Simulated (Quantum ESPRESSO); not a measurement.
Computed NMR tensors in CaO

```yaml
crystal:
  lattice:
    - [0.00000, 2.40355, 2.40355]
    - [2.40355, 0.00000, 2.40355]
    - [2.40355, 2.40355, 0.00000]
  atoms:
    - { symbol: Ca, position: [0.00000, 0.00000, 0.00000] }
    - { symbol: O, position: [0.50000, 0.50000, 0.50000] }
```
The geometry is a computed Materials Project entry, not a measured one. It is CaO in Fm-3m. Stability against distortions was not tested.

Computed: shieldings by PBE GIPAW (a modified build of Quantum ESPRESSO, JTH PAW datasets), 22.5 Ha, k-mesh 6×6×6 shifted, f-sum rule met within 0.002 %.

```csv
site,site symmetry,σ_iso (ppm)
Ca (atom 1),m-3m,958
O (atom 2),m-3m,-153
```

These are absolute shieldings with no macroscopic susceptibility term; δ = σ_ref − σ needs a reference computed alike. By our sweeps, such settings leave a few ppm in absolute σ. PBE places the empty d or f states of Ca too low, which is known to distort σ on and beside such ions.
